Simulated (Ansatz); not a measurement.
Ca (fcc, Cu type)

```
Ca
1.0
    0.00000     2.76322     2.76322
    2.76322     0.00000     2.76322
    2.76322     2.76322     0.00000
Ca
1
Direct
  0.00000   0.00000   0.00000
```

Equation-of-state scan: isotropic scaling of the cell above, V₀ being its volume. Symmetry pins the atoms to their sites.

Calculation: PBE (plane waves to 420 eV, PAW, scalar-relativistic; Ansatz, a program for electronic structure). k mesh 15×15×15 (Γ-centred), Fermi-Dirac smearing 0.05 eV. The energy includes the smearing's −TS. Compression counts positive. Ca was relaxed with its symmetry unable to fall. The PAW data are Ansatz's earlier set. The zero of ΔE is the relaxed starting cell. The last digit holds for this mesh only.

```json
[
 {"V (Å³/atom)": "39.665", "ΔE (meV/atom)": "9.0"},
 {"V (Å³/atom)": "40.087", "ΔE (meV/atom)": "6.1"},
 {"V (Å³/atom)": "40.509", "ΔE (meV/atom)": "withheld"},
 {"V (Å³/atom)": "40.931", "ΔE (meV/atom)": "2.1"},
 {"V (Å³/atom)": "41.352", "ΔE (meV/atom)": "0.9"},
 {"V (Å³/atom)": "41.774", "ΔE (meV/atom)": "0.2"},
 {"V (Å³/atom)": "42.196", "ΔE (meV/atom)": "0.0"},
 {"V (Å³/atom)": "42.618", "ΔE (meV/atom)": "0.2"},
 {"V (Å³/atom)": "43.040", "ΔE (meV/atom)": "0.9"},
 {"V (Å³/atom)": "43.462", "ΔE (meV/atom)": "2.0"},
 {"V (Å³/atom)": "43.884", "ΔE (meV/atom)": "3.5"},
 {"V (Å³/atom)": "44.306", "ΔE (meV/atom)": "5.3"},
 {"V (Å³/atom)": "44.728", "ΔE (meV/atom)": "7.6"}
]
```

**Question.** Fit a third-order Birch-Murnaghan form (E₀, V₀, B₀, B₀′ free) to the given rows and predict ΔE at V = 40.509.

**Answer.** Least squares on the 12 given rows: ΔE = E₀ + (9V₀B₀/16)·y²·[2 + (B₀′ − 4)y], y = (V₀/V)^(2/3) − 1, with V₀ = 42.183 Å³/atom, B₀ = 17.41 GPa (160.2 GPa = 1 eV/Å³; the term in eV is multiplied by 1000), B₀′ = 3.81, E₀ = -0.02 meV/atom; root-mean-square residual 0.02 meV/atom. At 40.509 the fit gives 3.8 meV/atom; the calculation gives 3.9 meV/atom, so the interpolation is off by -0.1 (-2.6 %). For the pressure the fit gives 0.8 GPa against the computed 0.8 GPa.

(A scan under strain: stresses follow from slopes of the energy per volume, elastic moduli from its curvatures.)
